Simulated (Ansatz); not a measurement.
In the program Ansatz at the PBEsol level (PAW), Sn₃Ge in the tetragonal phase (P-4m2; Ge on 1a, Sn on 2g, Sn on 1c) relaxes to a = 4.472 Å, c = 6.347 Å. Ge has 4 nearest neighbours from 2.68 Å (tetrahedral); Sn on 2g has 4 nearest neighbours from 2.68 Å (tetrahedral); Sn on 1c has 4 nearest neighbours from 2.80 Å (tetrahedral). Its formation energy from the elements is 0.057 eV/atom, with no fitted shifts.

Electronic character: metallic (no gap). Gap from PBEsol with spin–orbit coupling: none (metallic).

The bulk modulus is 46.3 GPa. The highest mode at Γ lies at 6.25 THz.

The start of the workflow was typed in or built on a structure type; neither database checked (COD, Materials Project) lists it. Whether it is the stable phase at ambient conditions was not checked. Symmetry was held in the PBEsol relaxation; whether a distortion lowers the energy is not shown. As this level gives no gap, phonon frequencies hold no LO–TO term and depend on the k-mesh and smearing (Fermi–Dirac, 0.1 eV here). The references are the lowest solids computed at this level, not always the standard phases. Scalar-relativistic: spin–orbit coupling is off unless named, which matters more the heavier the elements.

Potentials: the earlier of the program's two PAW sets. The files were generated under PBE; for other functionals the program regenerates the frozen cores, and for LDA and PBEsol the local potential too.
